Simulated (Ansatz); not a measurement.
# In2Ag under pressure

Level of theory: DFT PBEsol, scalar-relativistic, plane waves, PAW in Ansatz. Settings: 420 eV cutoff, 8×8×8 k-mesh, Gaussian smearing of 0.10 eV, no spin polarisation.

Starting point, cell and atoms relaxed:

```
In Ag
1.0
    -3.39525    3.39525    2.83327
     3.39525   -3.39525    2.83327
     3.39525    3.39525   -2.83327
In Ag
4 2
Cartesian
  4.4494 1.0542 0.0000
  2.3411 1.0542 2.8333
  -1.0542 2.3411 2.8333
  1.0542 2.3411 0.0000
  0.0000 0.0000 4.2499
  0.0000 0.0000 1.4166
```

Cell and atoms are relaxed at each pressure within the symmetry of the start, at zero temperature, so transitions that lower the symmetry aren't seen. The k-mesh given is that at zero pressure and may differ at others. a, b and c are the lengths of the cell vectors above. ΔH is E + PV over the energy at zero pressure.

| P (GPa) | V (Å³/atom) | V/V0 | a (Å) | b (Å) | c (Å) | α (°) | β (°) | γ (°) | ΔH (eV/atom) |
| --- | --- | --- | --- | --- | --- | --- | --- | --- | --- |
| -1 | 22.13 | 1.016 | 5.605 | 5.605 | 5.605 | 105.0 | 105.0 | 118.9 | -0.137 |
| 0 | 21.77 | 1.000 | 5.575 | 5.575 | 5.575 | 105.0 | 105.0 | 118.9 | 0.000 |
| 1 | 21.47 | 0.986 | 5.549 | 5.549 | 5.549 | 104.9 | 104.9 | 119.0 | 0.135 |
| 4 | 20.68 | 0.950 | 5.482 | 5.482 | 5.482 | 104.9 | 104.9 | 119.1 | 0.529 |
| 12 | ? | ? | ? | ? | ? | ? | ? | ? | ? |
| 25 | 17.65 | 0.810 | 5.207 | 5.207 | 5.207 | 104.5 | 104.5 | 120.0 | 2.999 |
| 50 | ? | ? | ? | ? | ? | ? | ? | ? | ? |
| 90 | 14.24 | 0.654 | 4.846 | 4.846 | 4.846 | 104.6 | 104.6 | 119.8 | 9.345 |

(1) What stands in the row for 12 GPa?

(2) What stands in the row for 50 GPa?

Results:

(1) V 19.20 Å³/atom; V/V0 0.882; a 5.350 Å; b 5.350 Å; c 5.350 Å; α 104.8 °; β 104.8 °; γ 119.4 °; ΔH 1.522 eV/atom.

(2) V 15.89 Å³/atom; V/V0 0.730; a 5.027 Å; b 5.027 Å; c 5.027 Å; α 104.5 °; β 104.5 °; γ 119.9 °; ΔH 5.603 eV/atom.